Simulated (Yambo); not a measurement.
## Optical response of RhIn

```
CELL_PARAMETERS angstrom
      3.20968     0.00000     0.00000
      0.00000     3.20968     0.00000
      0.00000     0.00000     3.20968
ATOMIC_POSITIONS crystal
  Rh 0.50000 0.50000 0.50000
  In 0.00000 0.00000 0.00000
```

Yambo, TDDFT with the adiabatic LDA kernel on LDA bands; 16×16×16 mesh, 53 bands, 4 Ry local-field block, 0.25 eV broadening; field along x.

| E (eV) | Im ε | Im ε, independent particles |
|---|---|---|
| 0.6 | 21.0 | 20.9 |
| 1.2 | 15.0 | 14.9 |
| 1.9 | 14.5 | 14.6 |
| 2.5 | 12.4 | 12.5 |
| 3.1 | 9.06 | 9.17 |
| 3.8 | 6.48 | 6.55 |
| 4.4 | 7.14 | 7.19 |
| 5.0 | 9.68 | 9.83 |
| 5.6 | 9.33 | 9.45 |
| 6.2 | 10.7 | 10.5 |
| 6.9 | 8.44 | 8.24 |
| 7.5 | 5.87 | 5.80 |
| 8.1 | 4.56 | 4.53 |
| 8.8 | 3.48 | 3.50 |
| 9.4 | 3.12 | 3.18 |
| 10.0 | 2.41 | 2.48 |
| 10.6 | 2.22 | 2.32 |
| 11.2 | 1.97 | 2.07 |
| 11.9 | 1.75 | 1.87 |
| 12.5 | 1.60 | 1.72 |
| 13.1 | 1.83 | 2.03 |
| 13.8 | 1.85 | 2.02 |
| 14.4 | 1.67 | 1.83 |
| 15.0 | 1.46 | 1.62 |
| 15.6 | 1.16 | 1.31 |
| 16.2 | 1.11 | 1.24 |
| 16.9 | 1.01 | 1.14 |
| 17.5 | 0.96 | 1.12 |
| 18.1 | 0.88 | 1.03 |
| 18.8 | 0.77 | 0.96 |
| 19.4 | 0.80 | 1.01 |
| 20.0 | 0.85 | 1.08 |

Only interband transitions are included: the Drude term is missing, so nothing below about 0.6 eV and no real part is shown. Peak heights and small wiggles depend on the k mesh.

Spin-orbit coupling is not included.

Geometry of the Materials Project entry, not relaxed at this level.
